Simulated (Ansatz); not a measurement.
## SiSn2: relaxation (Ansatz)

The command:

```bash
ansatz run input.yaml --threads 2 --pin off --max-ram 2560MiB --backend cpu --events-out ev --progress --plain --runs-dir out
```

Input:

```yaml
crystal:
  lattice:
    - [2.703032, 4.681787, 0.0]
    - [-2.703032, 4.681787, 0.0]
    - [0.0, 0.0, 7.039566]
  atoms:
    - { symbol: Si, position: [0.3333, 0.3334, 0.276] }
    - { symbol: Si, position: [0.6666, 0.6667, 0.776] }
    - { symbol: Sn, position: [0.0, 0.0, 0.028] }
    - { symbol: Sn, position: [0.0, 0.0, 0.528] }
    - { symbol: Sn, position: [0.3333, 0.3334, 0.796] }
    - { symbol: Sn, position: [0.6666, 0.6667, 0.296] }
  symmetry: { tolerance: 0.0003 }
kpoints:
  mp_grid: { grid: [7, 7, 5], shift: [0, 0, 0] }
magnetization:
  spin_polarized: false
scf:
  occupations: { method: fermi_dirac }
  lower_state_search: "off"
hamiltonian:
  pseudopotentials: { kind: paw }
  xc: pbe
basis:
  ecutwfc: 420
  fft_grid_basis: typed
relax:
  max_steps: 40
  cell: { p_target: 0.0 }
output:
  forces: true
  stress: true
  eigenvalues: true
  bader: true
  populations: true
  elf: true
  write_potential: true
  volumetric_format: npy
  dos:
    e_range: [-12, 8]
    de: 0.05
    projected: { site_lists: { Si: [Si], Sn: [Sn] } }
  write_density: true
checkpoint:
  read: saved_state
```

Origin of the cell: a known structure type with other elements, at an estimated volume, so it need not be a known compound.

The smearing width isn't typed, so it takes its default of 0.1 eV.

The saved state is a converged single point of the same cell.

Output (shortened):

```
Warning: the atoms were moved onto the symmetric positions of the space group found under crystal.symmetry.tolerance 3.0e-4 (fractional; no operation is sought that the atoms, as they stand i […]
Pseudopotentials: kind: paw
Pseudopotential: Si, paw, valence charge 4, recommended cutoff 420 eV (normal), Si.paw.azcp
Pseudopotential: Sn, paw, valence charge 14, recommended cutoff 420 eV (normal), Sn.paw.azcp
Functional definition: PBE
  exchange = pbe_x(kappa = kappa, mu = beta*pi^2/3)
  correlation = pbe_c(beta = beta)
Crystal: 6 atoms, lattice volume = 178.172 Å³
Basis set: ecut = 420 eV, 3497 PW (Γ), exchange–correlation on 80×80×96 points (8 copies of the dense FFT grid, shifted against one another)
Bands: 39, of which v1, the nominal top of the filled ones, is band 32 counted from 1 (31 counted from 0)
Symmetry: 12 space group operations
[… 7 lines left out …]
Initial density: read from a saved state, or passed on in memory by an earlier SCF of this step, an earlier step, the calling program or the single point that the run made first
Functional: x = pbe(κ = 0.804, μ = 0.219515), c = pbe(β = 0.066725)
SCF iter   1: F=—  HF=-25365.476366 eV  Δρ=1.13e-3  dr2=4.18e-3
SCF iter   2: F=—  HF=-25365.475710 eV  Δρ=6.94e-4  dr2=1.57e-3
SCF iter   3: F=—  HF=-25365.475311 eV  Δρ=1.05e-4  dr2=3.20e-5
SCF iter   4: F=—  HF=-25365.475345 eV  Δρ=3.52e-5  dr2=2.33e-6
SCF iter   5: F=—  HF=-25365.475345 eV  Δρ=8.97e-6  dr2=1.95e-7
SCF iter   6: F=-25365.475345 eV  HF=-25365.475345 eV  Δρ=2.02e-6  dr2=1.05e-8
relax step   1: F+E_penalty+E_count = -25365.475345 eV  Δ(F+E_penalty+E_count) = +0.000e0 eV  max|allowed force component| = 2.167e-1 eV/Å  Δτ_max = 0.0000 Å  P = -7.377 GPa  Ω = 178.172 Å³ […]
relax step   2: F+E_penalty+E_count = -25366.384896 eV  Δ(F+E_penalty+E_count) = -9.096e-1 eV  max|allowed force component| = 2.845e-1 eV/Å  Δτ_max = 0.0360 Å  P = -3.262 GPa  Ω = 153.404 Å³ […]
relax step   3: F+E_penalty+E_count = -25366.548648 eV  Δ(F+E_penalty+E_count) = -1.638e-1 eV  max|allowed force component| = 1.641e-1 eV/Å  Δτ_max = 0.1228 Å  P = +2.632 GPa  Ω = 137.631 Å³ […]
relax step   4: F+E_penalty+E_count = -25366.626919 eV  Δ(F+E_penalty+E_count) = -7.827e-2 eV  max|allowed force component| = 1.854e-1 eV/Å  Δτ_max = 0.0458 Å  P = +0.198 GPa  Ω = 143.662 Å³ […]
relax step   5: F+E_penalty+E_count = -25366.682372 eV  Δ(F+E_penalty+E_count) = -5.545e-2 eV  max|allowed force component| = 1.159e-1 eV/Å  Δτ_max = 0.1072 Å  P = +0.594 GPa  Ω = 144.363 Å³ […]
relax step   6: F+E_penalty+E_count = -25366.701249 eV  Δ(F+E_penalty+E_count) = -1.888e-2 eV  max|allowed force component| = 2.108e-1 eV/Å  Δτ_max = 0.1898 Å  P = +0.688 GPa  Ω = 148.025 Å³ […]
relax step   7: F+E_penalty+E_count = -25366.723319 eV  Δ(F+E_penalty+E_count) = -2.207e-2 eV  max|allowed force component| = 3.919e-2 eV/Å  Δτ_max = 0.0532 Å  P = -0.183 GPa  Ω = 148.570 Å³ […]
relax step   8: F+E_penalty+E_count = -25366.724194 eV  Δ(F+E_penalty+E_count) = -8.753e-4 eV  max|allowed force component| = 7.853e-3 eV/Å  Δτ_max = 0.0090 Å  P = +0.003 GPa  Ω = 147.909 Å³ […]
relax step   9: F+E_penalty+E_count = -25366.720608 eV  Δ(F+E_penalty+E_count) = +3.587e-3 eV  max|allowed force component| = 7.892e-3 eV/Å  Δτ_max = 0.0000 Å  P = -0.007 GPa  Ω = 147.909 Å³  stress off target by 1.30e-2 GPa […]
SCF 9 converged in 7 iterations: F = -25366.720608 eV  dr2 = 4.13e-12
basis re-selected at this cell: Δ(F+E_penalty+E_count) = +3.587e-3 eV, ΔP = -0.010 GPa vs the last step (what re-selecting the basis moved, of the pressure what is left beyond the Pulay corre […]
SCF converged after 7 iterations
Free energy (F): -25366.720608 eV
Harris-Foulkes:  -25366.720608 eV  (|F-HF|=0.00e0)
Internal energy: -25366.653157 eV  (E = F + TS)
E sigma→0 (E₀):  -25366.686882 eV
Entropy (-TS):   -0.067451 eV (-11.242 meV/atom)
Fermi energy:    9.789532 eV
--- Per-component energies (eV) ---
  E_band       = -346.253357
  E_kinetic    = 819.814949
  E_local      = -3874.658530  (includes V_loc(G=0)·N_el)
  E_nonlocal   = -78.200266
  E_hartree    = 2340.870828
  E_xc         = -1640.085267
  E_vxc        = -476.367309  (∫ρ·V_xc dr)
  E_paw        = -17565.642303  (= ΣΔE_a)
  E_vpaw       = -1418.583853  (= ΣTr[D̂ρ^β])
  E_aug_tail   = 0.000014  (compensation charges beyond the density's cutoff)
  E_ewald      = -5368.752581
  E_smearing   = -0.067451  (= −TS)
  Σ components = -25366.720608   (vs F -25366.720608, Δ=0.00e0)
--- Forces (eV/Å), atoms counted from 1 ---
  atom   1  Si    -0.000000     0.000000     0.001940
  atom   2  Si     0.000000    -0.000000     0.001940
  atom   3  Sn    -0.000000     0.000000     0.005953
  atom   4  Sn    -0.000000    -0.000000     0.005953
  atom   5  Sn     0.000000     0.000000    -0.007892
  atom   6  Sn     0.000000    -0.000000    -0.007892
  max |Σ_I F_I| component: 3.76e-8 eV/Å
--- Stress (GPa, compression-positive) ---
       -0.013000       0.000000      -0.000000
        0.000000      -0.013000       0.000000
       -0.000000       0.000000       0.004146
  P = ⅓ Tr σ = -0.0073 GPa (-0.073 kbar)
--- Relaxed structure (8 steps of the walk, 8 accepted, 1 SCFs on fresh bases) ---
  F+E_penalty+E_count = -25366.720608 eV   max|allowed force component| = 7.892e-3 eV/Å   (the final SCF, on the basis selected at the relaxed cell)
  cell:  # Å, volume = 147.9091 Å³
    - [2.534090, 4.389172, 0.0]
    - [-2.534090, 4.389172, 0.0]
    - [0.0, 0.0, 6.649060]
  atoms:
    - { symbol: Si, position: [0.333333, 0.333333, 0.216355] }
    - { symbol: Si, position: [0.666667, 0.666667, 0.716355] }
    - { symbol: Sn, position: [-3.392e-17, -2.261e-17, 0.082278] }
    - { symbol: Sn, position: [-3.392e-17, -2.261e-17, 0.582278] }
    - { symbol: Sn, position: [0.333333, 0.333333, 0.801366] }
    - { symbol: Sn, position: [0.666667, 0.666667, 0.301366] }
--- Löwdin populations: 6 sites ---
  site symbol       q [e]
     0     Si      4.2102
     1     Si      4.2102
     2     Sn     13.8247
     3     Sn     13.8247
     4     Sn     13.8342
     5     Sn     13.8342
  spilling = 0.004089 (of n_electrons = 64.000000)
--- Bader charges: 6 sites ---
  site symbol  charge [e]  shift [e]
     0     Si     -0.3571     0.0001
     1     Si     -0.3571     0.0001
     2     Sn      0.1855     0.0000
     3     Sn      0.1855     0.0000
     4     Sn      0.1716     0.0001
     5     Sn      0.1716     0.0001
  estimated error of the sums over rays = 6.5e-4 e
```

Before:

Space group P6_3mc (No. 186); the run's cell has a = 5.406 Å, b = 5.406 Å, c = 7.040 Å, α = 90.00°, β = 90.00°, γ = 60.00°. Shortest distances: Si–Sn 3.12 Å, Sn–Sn 3.52 Å.

After:

Space group P6_3mc (No. 186); the run's cell has a = 5.068 Å, b = 5.068 Å, c = 6.649 Å, α = 90.00°, β = 90.00°, γ = 60.00°. Shortest distances: Si–Sn 2.76 Å, Sn–Sn 3.27 Å.

```
Free energy lowered by  : 207.5 meV/atom
Volume change           : -16.99 %
Final pressure          : -0.01 GPa
Relaxation steps listed : 9
Gap on the mesh         : none (metal)
```

Caveats: the relaxation held the start's symmetry, so the end may be a saddle point.

Time: 100 s on 2 threads of Arm Neoverse V1, with other jobs on the host, peak memory 0.48 GiB, from a saved density.
